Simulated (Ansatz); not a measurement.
Values for one crystal, relaxed and computed with PBEsol (plane waves, PAW; program Ansatz); other levels are named.

| Property | Result |
|---|---|
| Volume per atom | 30.61 Å³ |
| Electronic character | metallic (no gap) |
| Pressure derivative B′ | 3.4 |
| Density of states at the Fermi level | 1.3 states/eV per atom (mean over ±0.08 eV) |
| Bulk modulus (Birch–Murnaghan fit) | 37.3 GPa |

Q: Pick the material that matches.
(A) Na, hcp (Mg type)
(B) Sc, hcp (Mg type)
(C) Gd, hcp (Mg type)
(D) Cs, hcp (Mg type)

A: C, Gd, hcp (Mg type)

Space group P6_3/mmc (hcp (Mg type)). The cell was relaxed with PBEsol under the symmetry of its start, as lowered by the spin order. Magnetic state: antiferromagnetic, chosen from 5 collinear starts compared on coarse meshes (ties went to the first, and starts can fall back to one state), not a proven ground state. Textbook magnetic order: ferromagnetic. The 4f shell is in the valence, and the state reached may lie above the lowest one. No Hubbard U is applied. Spin–orbit coupling is left out wherever it is not named.

Potentials: the earlier of the program's two PAW sets. The files were generated under PBE; for other functionals the program regenerates the frozen cores, and for LDA and PBEsol the local potential too.
